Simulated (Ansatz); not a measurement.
NaGeI3 in the cubic perovskite structure, relaxed with r2SCAN in the plane-wave code Ansatz: space group Pm-3m (No. 221), cubic; conventional cell a = 5.889 Å, 40.85 Å³ an atom. Na is surrounded by 12 I at 4.16 Å; Ge is surrounded by 6 I at 2.94 Å; I is surrounded by 2 Ge at 2.94 Å and 4 Na at 4.16 Å. The cell was then strained (x, y and z are the cube axes), with the atoms relaxed again; stress is positive in compression. Simulation only: spin-unpolarised, and no claim that this is the phase found in nature.

- Uniaxial -2.0 % along x, other directions held: r2SCAN's stress changes by +1.04 GPa along the strain and +0.14 GPa across it.
- Epitaxial strain of +1.5 % in the (001) plane: the free normal strain is -0.43 % and the in-plane stress changes by -0.70 GPa.

**Question.** Estimate C₁₁, C₁₂ and the bulk modulus from the uniaxial step.

**Answer.** With compression positive, C₁₁ ≈ −Δσ∥/ε = (-1.04)/(-0.0200) = 52 GPa and C₁₂ ≈ (-0.14)/(-0.0200) = 7 GPa; B = (C₁₁ + 2C₁₂)/3 = 22 GPa. A one-sided step carries third-order terms: it reads high by some per cent.

**Question.** What do the film's normal strain and stress say about the elastic constants?

**Answer.** ε⊥/ε∥ = (-0.0043)/(+0.0150) = -0.29, which linear elasticity sets to −2C₁₂/C₁₁ = -0.27 from the uniaxial step. The biaxial modulus is M = −Δσ/ε∥ = 47 GPa (C₁₁ + C₁₂ − 2C₁₂²/C₁₁ = 57 GPa).

**Question.** How much elastic energy does the film store, with 40.85 Å³ an atom?

**Answer.** u = M ε∥² = −Δσ ε∥ = +0.70 × (+0.0150) = 0.0105 GPa, and 1 GPa Å³ is 6.2415 meV: 2.68 meV an atom. The total energies of the two runs differ by 2.75 meV an atom.
